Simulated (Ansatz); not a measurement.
# NaCaVO₄ — ⁴³Ca NMR of the central transition

Cell: a Materials Project structure (computed, not necessarily an observed phase), atoms as given.

Space group Cmcm (No. 63); a = 6.1130, b = 9.4997, c = 7.1110 Å.

```csv
site,Wyckoff,site symmetry,x,y,z
Na,4b,2/m..,0.5000,0.0000,0.5000
Ca,4c,m2m,0.5000,0.6728,0.7500
V,4c,m2m,0.5000,0.3525,0.7500
O7,8g,..m,0.2232,0.9678,0.7500
O8,8f,m..,0.5000,0.2468,0.5509
```

One atom of each set is listed; the run and its k-mesh use a cell of 14 atoms with edges of 5.65, 5.65, 7.11 Å.

All values are calculated (Ansatz; DFT, PBE, plane waves and PAW, scalar-relativistic, 420 eV cutoff, Γ-centred 5×5×3 k-points, Fermi–Dirac smearing 0.02 eV), not measured.

⁴³Ca has I = 7/2 and Q = -40.80 mb (Pyykkö 2018); at 11.7 T its Larmor frequency is ν₀ = 33.6 MHz. Only the quadrupole interaction is simulated: positions count from each site's isotropic chemical shift, and shift anisotropy, dipolar and J coupling are left out.

**Question.** Give C_Q, η, the quadrupolar product P_Q = |C_Q|(1 + η²/3)^½, the second-order isotropic shift and the breadth of the pattern (static powder) for each Ca site.

**Answer.** 

```json
{"site": "Ca", "first shell": "4 O at 2.27–2.38 Å; also 2 O at 3.27 Å", "C_Q (MHz)": "4.64", "η": "0.73", "P_Q (MHz)": "5.03", "δ_QIS (ppm)": "-57.3", "breadth (kHz)": "14.2"}
```

δ_QIS = −(ν_Q²/30ν₀²)[I(I+1) − 3/4](1 + η²/3) × 10⁶ ppm with ν_Q = 3|C_Q|/[2I(2I−1)]; it falls as 1/B₀² in ppm, and the breadth as 1/B₀ in kHz.

The largest force is 0.8 eV/Å, so the atoms aren't at the calculated equilibrium and relaxing them would move these values.
